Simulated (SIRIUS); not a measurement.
Band structure of MgZn₃S₄ (P-43m, 8 atoms in the cell; from Materials Project mp-1120718, lattice scaled a little).

```yaml
crystal:
  lattice:
    - [5.47989, 0.00000, 0.00000]
    - [0.00000, 5.47989, 0.00000]
    - [0.00000, 0.00000, 5.47989]
  atoms:
    - { symbol: Mg, position: [0.50000, 0.50000, 0.50000] }
    - { symbol: Zn, position: [0.00000, 0.00000, 0.50000] }
    - { symbol: Zn, position: [0.50000, 0.00000, 0.00000] }
    - { symbol: Zn, position: [0.00000, 0.50000, 0.00000] }
    - { symbol: S, position: [0.75633, 0.75633, 0.24367] }
    - { symbol: S, position: [0.75633, 0.24367, 0.75633] }
    - { symbol: S, position: [0.24367, 0.24367, 0.24367] }
    - { symbol: S, position: [0.24367, 0.75633, 0.75633] }
```

Method: PBEsol, PseudoDojo 0.4 standard norm-conserving PBEsol (tails mended) pseudopotentials (plane waves; SIRIUS).

Settings: parameters.ngridk = 3 3 3; parameters.xc_functionals = [XC_GGA_X_PBE_SOL, XC_GGA_C_PBE_SOL]; parameters.gk_cutoff = 9.165 1/bohr; parameters.pw_cutoff = 18.331 1/bohr; parameters.smearing = gaussian; parameters.smearing_width = 0.0001 Ha; potentials = PseudoDojo 0.4 standard norm-conserving PBEsol (tails mended) pseudopotentials; parameters.electronic_structure_method = pseudopotential; parameters.num_bands = 53; parameters.num_mag_dims = 0; parameters.num_dft_iter = 100; parameters.energy_tol = 1e-07 Ha; parameters.density_tol = 1e-06; mixer.type = anderson.

The structure comes from a collection of computed structures, made at another level of theory; the collection holds predicted forms beside known ones. Its lattice was then scaled.

**Question.** Predict the gap along the standard path and the places of the band edges.

**Answer.** The gap along the path is 2.19 eV, direct at Γ to within 0.01 eV.

Points are given in units of this cell's reciprocal vectors. Levels in eV from the top of the valence band on the path, bands 44 to 51:
```csv
point,44,45,46,47,48,49,50,51
Γ (0 0 0),-1.90,0.00,0.00,0.00,2.19,3.36,3.36,3.36
X (0 0.5 0),-1.25,-1.25,-0.86,-0.86,4.41,4.42,4.91,5.01
M (0.5 0.5 0),-0.81,-0.76,-0.73,-0.73,4.75,4.75,5.12,5.64
R (0.5 0.5 0.5),-0.75,-0.63,-0.63,-0.63,3.26,3.26,3.26,4.76
```

“Tails mended”: in these copies of the files the far tail of each local potential was reset to the Coulomb form.
